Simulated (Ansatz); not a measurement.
Stress against strain in LuTl3

```xyz
4
Lattice="4.6530 0.0000 0.0000 0.0000 4.6530 0.0000 0.0000 0.0000 4.6530" Properties=species:S:1:pos:R:3 pbc="T T T"
Lu    0.0000    0.0000    0.0000
Tl    0.0000    2.3265    2.3265
Tl    2.3265    0.0000    2.3265
Tl    2.3265    2.3265    0.0000
```

Atoms are numbered in the order listed.

The cell is COD entry 1538927, as deposited and not checked against the literature; nothing was relaxed.

No spin–orbit coupling, which matters for the heavy atoms here.

The calculation used DFT, PBEsol, all-electron LAPW, scalar-relativistic in Ansatz 0.2.0.

Settings: a Γ-centred 7×7×7 k mesh, Fermi–Dirac smearing of 0.08 eV, basis error target 1 meV/atom, no spin polarisation.

The strain is applied along the Cartesian axes of the cell as listed (the other components stay zero). Fractional coordinates are held (clamped ions).

σ is the change of stress from the unstrained cell, which is at -0.31 GPa; tension is positive, so slopes are stress–strain coefficients at that pressure. In a metal the k mesh adds noise.

Only quantities that a quadratic follows smoothly over the whole series are listed; rougher ones are left out.

```csv
εzz,σzz (GPa),σxx (GPa)
-0.0200,-1.43,-1.06
-0.0100,-0.65,-0.53
0.0000,0.00,0.00
0.0200,1.09,0.97
```

Question: Fit the series and read off the stiffness at zero strain.

Answer: Least-squares fits y = p0 + p1 x + p2 x² to the rows give σzz (GPa): p1 = 62.8, p2 = -450; σxx (GPa): p1 = 50.8, p2 = -100. So C11 = 63 GPa and C12 = 51 GPa, which gives B = (C11 + 2 C12)/3 = 55 GPa.

Question: One run, at εzz = 0.0100, is withheld. Predict its row.

Answer: The fits give 0.59, 0.49; the run gave 0.56, 0.51.
